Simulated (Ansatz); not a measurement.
**Question.** Ti (hcp (Mg type), P6_3/mmc) is relaxed with DFT-PBE+D3(BJ) in the program Ansatz with PAW potentials. What lattice parameters of the conventional cell result?

**Answer.** a = 2.888 Å, c = 4.569 Å.

Its a lies over 2 % below tabulated measurements.

The PBE+D3(BJ) relaxation kept the symmetry of its start. The run is not spin-polarised. The pairwise dispersion correction was not fitted to metals. Axis ratios of metals converge slowly with the k-mesh, so a and c are less sure than the volume.

Potentials: the later of the program's two PAW sets.
